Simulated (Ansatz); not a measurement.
I:
```xyz
4
Lattice="3.7528 -2.1967 0.0000 3.7528 2.1967 0.0000 0.0000 0.0000 9.6241" Properties=species:S:1:pos:R:3 pbc="T T T"
I      3.7528    -1.4342     1.1814
I      3.7528     1.4342     8.4426
I      3.7528     0.7625     3.6306
I      3.7528    -0.7625     5.9935
```

Relaxed with PBEsol. Special points in fractions of this cell's reciprocal vectors: Γ (0.000, 0.000, 0.000); Y (0.500, 0.500, 0.000); F0 (0.336, 0.664, 0.000); Δ0 (-0.336, 0.336, 0.000); Z (0.000, 0.000, 0.500); B0 (-0.336, 0.336, 0.500); G0 (0.336, 0.664, 0.500); T (0.500, 0.500, 0.500); S (0.000, 0.500, 0.000); R (0.000, 0.500, 0.500).

Question: List the band energies nearest the valence-band maximum at these points for DFT-PBEsol in the program Ansatz with PAW potentials.

Answer: In eV from the valence-band maximum; about four levels below and three above (degenerate sets whole), none deeper than 8.9 eV; points with the same levels are listed once.

| k | below | above |
|---|---|---|
| Γ | -1.03 -0.89 -0.53 0.00 | 1.09 1.93 4.58 |
| Y | -1.80 -1.66 -1.12 -0.50 | 0.91 1.66 4.44 |
| F0 | -1.98 -1.23 -1.18 -0.50 | 1.71 1.82 6.26 |
| Z | -0.79 -0.79 -0.20 -0.20 | 1.17 1.17 5.32 5.32 |
| B0 | -1.07 -1.07 -0.61 -0.61 | 1.49 1.49 6.46 6.46 |
| T | -1.30 -1.30 -1.11 -1.11 | 0.98 0.98 5.47 5.47 |
| S | -1.72 -1.72 -0.93 -0.93 | 2.22 2.22 4.96 4.96 |
| R | -1.09 -1.09 -0.01 -0.01 | 1.16 1.16 5.43 5.43 |

Space group Cmce (molecular I2 type). The cell was relaxed with PBEsol under the symmetry of its start. A crystal of weakly bound units computed without a dispersion correction: the cell and the soft elastic constants depend strongly on that. Scalar-relativistic: spin–orbit coupling is off unless named, which matters more the heavier the elements.

Potentials: the earlier of the program's two PAW sets. The files were generated under PBE; for other functionals the program regenerates the frozen cores, and for LDA and PBEsol the local potential too.
